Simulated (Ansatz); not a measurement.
Structure relaxation, Ni

The start is a relaxed Ni cell, doubled along one cell vector, shaken by Gaussian noise of σ = 0.08 Å a coordinate. A full variable-cell relaxation at zero pressure is run with PBEsol (plane waves to 420 eV, PAW, scalar-relativistic; Ansatz, a quantum-chemistry and plane-wave program). The first steps use a coarse 16×8×16 k-mesh.

Starting cell:
```yaml
crystal:
  lattice:
    - [-1.37778, 1.37778, 1.37778]
    - [2.75557, -2.75557, 2.75557]
    - [1.37778, 1.37778, -1.37778]
  atoms:
    - { symbol: Ni, position: [0.02935, 0.04209, 0.05539] }
    - { symbol: Ni, position: [0.97253, 0.48839, 0.98149] }
```
Spin-polarised start, with parallel moments on Ni.

| Item | Value |
|---|---|
| Initial pressure | +7.0 GPa (positive: the cell is compressed) |
| Largest initial force | 2.23 eV/Å, on Ni1, Ni2 (atoms numbered as listed) |
| Energy released | 0.22 eV/atom |
| Volume change | -0.8 %, from 10.46 to 10.38 Å³/atom |
| Relative to the parent | It does not go back: it reaches Fm-3m (No. 225), fcc (Cu type), 0.11 eV/atom below the parent |
| Shortest distances (start → end) | The closest pairs of elements (up to four, under 3.6 Å), start → end: Ni–Ni 2.20 → 2.45 Å |
| Moments at the end | net 0.61 μB/atom, ferromagnetic |
| Optimiser moves | 16 |

Relaxed structure:

Space group Fm-3m (No. 225); a = b = c = 3.4628 Å, α = β = γ = 90.00°

| atom | site | symmetry | x | y | z |
|---|---|---|---|---|---|
| Ni | 4a | m-3m | 0.0000 | 0.0000 | 0.0000 |
(The calculation used a cell of 1 atom; values per cell refer to that cell.)

Final values are on a 23×23×23 k-mesh of the relaxed cell. Spin state reached: ferromagnetic (net 0.61 μB/atom), from parallel starting moments; other spin orders were not run from this start.

The run could not lose the symmetry of its start.

Of the parent cell (Im-3m (No. 229)): it is a generated cell of Ni: the first start was made by placing the elements on the sites of a structure type, and the end was not matched to a known phase here, so it may be hypothetical. Known forms of Ni include space group No. 225.
